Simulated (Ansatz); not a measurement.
## Energy landscape near a Rb$_{3}$Mg structure

The calculation used DFT PBEsol, scalar-relativistic, plane waves, PAW (Ansatz 0.2.0).

Plane waves to 420 eV, a k mesh through Γ of 10×10×10 on the computed 4-atom cell and Gaussian smearing (0.10 eV); no spin polarisation.

Reference cell:

```
CELL_PARAMETERS angstrom
-3.22727 3.22727 6.18757
3.22727 -3.22727 6.18757
3.22727 3.22727 -6.18757
ATOMIC_POSITIONS crystal
Rb 0.50000 0.50000 0.00000
Rb 0.75000 0.25000 0.50000
Rb 0.25000 0.75000 0.50000
Mg 0.00000 0.00000 0.00000
```

Each variant moves atoms of this cell by the vectors given, if any (Å), and then applies a symmetric strain (tensor components, Cartesian axes). The reference cell isn't relaxed at this level. Energies are per atom at zero smearing, counted from the lowest variant. Pressure is positive in compression.

1. strain (xx yy zz yz xz xy, %) 2.36 2.36 -3.64 0.00 0.00 0.00
2. strain (xx yy zz yz xz xy, %) 0.31 0.31 -2.69 0.00 0.00 0.00; moves: Rb1 (0.000, 0.000, 0.190); Rb2 (0.000, 0.000, -0.247); Rb3 (0.000, 0.000, -0.247); Mg4 (0.000, 0.000, 0.303)
3. strain (xx yy zz yz xz xy, %) 2.85 2.85 5.85 0.00 0.00 0.00
4. strain (xx yy zz yz xz xy, %) -2.94 -2.94 -4.44 0.00 0.00 0.00

```
variant  ΔE (meV/atom) P (GPa) largest force (eV/Å) space group
      1            2.3    -0.29                  0.00       I4/mmm
      2           29.4     0.01                  0.33         I4mm
      3           22.5    -0.56                  0.00       I4/mmm
      4            0.0     0.22                  0.00       I4/mmm
```